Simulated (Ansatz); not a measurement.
## AgCl: how much do the potentials matter?

AgCl in the rock-salt structure, in a typed cell, not relaxed.

```
CELL_PARAMETERS angstrom
0.00000 2.80500 2.80500
2.80500 0.00000 2.80500
2.80500 2.80500 0.00000
ATOMIC_POSITIONS crystal
Ag 0.00000 0.00000 0.00000
Cl 0.50000 0.50000 0.50000
```

DFT in Ansatz; PBE; k mesh 6×6×6; fixed occupations; no spin. Harmonic phonons by linear response, frequencies in cm⁻¹, imaginary ones marked i; at Γ the three translations are left out and no LO–TO term is added.

Caveats: coarse k mesh.

The reference is the run on all-electron PAW datasets (no frozen core) at 310 eV and 22.07 Å³ an atom: top Γ mode (cm⁻¹) 92; lowest mode at X = [0.5, 0, 0.5] (cm⁻¹) 34; top mode at X = [0.5, 0, 0.5] (cm⁻¹) 166; mean ε∞ 4.95; mean Born charge of Ag (e) 1.46.

Q: The same calculation was made on Ansatz generated PAW, Ansatz hand-made PAW, JTH PAW, PseudoDojo norm-conserving, Ansatz norm-conserving. How far do the results move?

A: 
| potentials | cutoff (eV) | top Γ mode (cm⁻¹) | lowest mode at X = [0.5, 0, 0.5] (cm⁻¹) | top mode at X = [0.5, 0, 0.5] (cm⁻¹) | mean ε∞ | mean Born charge of Ag (e) |
| --- | --- | --- | --- | --- | --- | --- |
| Ansatz generated PAW | 420 | 93 | 34 | 166 | 4.95 | 1.46 |
| Ansatz hand-made PAW | 660 | 93 | 34 | 166 | 4.94 | 1.46 |
| JTH PAW | 1380 | 94 | 34 | 167 | 4.89 | 1.45 |
| PseudoDojo norm-conserving | 1116 | 93 | 34 | 166 | 4.93 | 1.46 |
| Ansatz norm-conserving | 960 | 93 | 34 | 166 | 4.94 | 1.46 |

The largest move among the frequencies in the table is 1.3 cm⁻¹, in the top Γ mode on JTH PAW. Over all modes computed it is 3 cm⁻¹, on JTH PAW.
